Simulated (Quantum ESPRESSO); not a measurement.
# Computed records: MgAl3N3O (made-up cell)

Calculation on a made-up crystal cell, not a measurement: periodic Kohn-Sham density functional theory in plane waves with PseudoDojo standard norm-conserving scalar-relativistic pseudopotentials, each functional with its own files (v0.5 for PBE, v0.4.1 for LDA and PBEsol), no spin polarisation, no spin-orbit coupling, atoms not relaxed, stress positive in tension, energies less a fixed whole-eV offset for each atom's element; levels are Kohn-Sham levels at fractions of this cell's reciprocal vectors, counted from the reference band (half the neutral cell's valence electrons, rounded up) at Gamma; error bars cover cutoff and k-mesh only, not smearing or the files; added strain carries the atoms with the cell, and shear is the tensor component; each bar is the largest change over components, and at least 0.002 eV, 0.002 eV per angstrom or 0.02 GPa; energies are for the whole cell, and the offsets were chosen from early runs and are not element reference energies. Program: Quantum ESPRESSO 7.5.

Common to all runs: lattice type wurtzite; functional pbe; cutoff 1143 eV; fermi dirac smearing 0.025 eV; scf tolerance 1e-07 eV; electrons removed 0; k mesh 6 x 4 x 4, shifted by half a step.

(1) 
```xyz
8
Lattice="3.1341 -0.0344 0.0289 -0.0596 5.3850 -0.0205 0.0472 -0.0193 5.0112" Properties=species:S:1:pos:R:3 formula=MgAl3N3O free_energy_less_offsets=-0.7666 smearing_term_minus_ts=0 scf_iterations=12 pressure=11.54 stress_xx=-17.08 stress_yy=-9.047 stress_zz=-8.493 stress_yz=-3.52 stress_xz=-3.962 stress_xy=-13.16 reference_band=20 error_bar_energy=0.002 error_bar_stress=0.02 error_bar_force=0.002566 error_bar_next_band_up=0.002 error_bars_from=tighter_rerun_of_this_cell
Al    -0.0345    -0.0212     0.0034
Al     1.5892     2.6441    -0.0109
Al     1.4367     0.8928     2.5483
Mg    -0.1159     3.5896     2.4799
N      0.1055     0.0697     1.8685
N      1.5944     2.7020     1.8799
N      1.5343     0.7996     4.4250
O     -0.0032     3.5243     4.2887
```

Units: free_energy_less_offsets, smearing_term_minus_ts, error_bar_energy, error_bar_next_band_up in eV; pressure, stress_xx, stress_yy, stress_zz, stress_yz, stress_xz, stress_xy, error_bar_stress in GPa; error_bar_force in eV/Å.

Atoms:
```tsv
atoms element	atom site	atom energy offset (eV)
Al	1	-64
Al	2	-64
Al	3	-64
Mg	4	-1617
N	5	-283
N	6	-283
N	7	-283
O	8	-452
```

Forces:
```tsv
site	x (eV/Å)	y (eV/Å)	z (eV/Å)
1	-0.535	0.5858	1.307
2	-0.7191	-0.9586	1.889
3	3.657	1.609	-1.371
4	2.886	1.285	-1.859
5	-3.774	-0.701	-1.048
6	-2.895	-2.601	-2.056
7	1.037	0.4766	-0.4963
8	0.3422	0.3044	3.634
```

Levels:
```tsv
level k point	next band up (eV)
Gamma	1.32
(1/2,1/2,1/2)	2.983
(0.15,0,0)	2.125
(0,0.15,0)	1.687
(0,0,0.15)	1.679
```

(2) 
```xyz
8
Lattice="3.1341 -0.0344 0.0289 -0.0596 5.3850 -0.0205 0.0472 -0.0193 5.0112" Properties=species:S:1:pos:R:3 formula=MgAl3N3O free_energy_less_offsets=-0.8788 smearing_term_minus_ts=0 scf_iterations=12 pressure=11.12 stress_xx=-16.33 stress_yy=-8.717 stress_zz=-8.326 stress_yz=-3.131 stress_xz=-2.786 stress_xy=-11.62 reference_band=20 error_bar_energy=0.002 error_bar_stress=0.02 error_bar_force=0.002566 error_bar_next_band_up=0.002 error_bars_from=tighter_rerun_of_a_related_cell
Al    -0.0345    -0.0212     0.0034
Al     1.5892     2.6441    -0.0109
Al     1.4367     0.8928     2.5483
Mg    -0.0688     3.5896     2.4799
N      0.1055     0.0697     1.8685
N      1.5944     2.7020     1.8799
N      1.5343     0.7996     4.4250
O     -0.0032     3.5243     4.2887
```

Units: free_energy_less_offsets, smearing_term_minus_ts, error_bar_energy, error_bar_next_band_up in eV; pressure, stress_xx, stress_yy, stress_zz, stress_yz, stress_xz, stress_xy, error_bar_stress in GPa; error_bar_force in eV/Å.

Atoms:
```tsv
atoms element	atom site	atom energy offset (eV)
Al	1	-64
Al	2	-64
Al	3	-64
Mg	4	-1617
N	5	-283
N	6	-283
N	7	-283
O	8	-452
```

Forces:
```tsv
site	x (eV/Å)	y (eV/Å)	z (eV/Å)
1	-0.5438	0.5837	1.309
2	-0.6801	-0.9501	1.866
3	3.693	1.602	-1.367
4	1.899	0.9529	-2.111
5	-3.754	-0.6653	-1.056
6	-1.978	-2.304	-1.826
7	1.035	0.477	-0.4947
8	0.3288	0.3034	3.679
```

Levels:
```tsv
level k point	next band up (eV)
Gamma	1.338
(1/2,1/2,1/2)	3.001
(0.15,0,0)	2.144
(0,0.15,0)	1.707
(0,0,0.15)	1.699
```
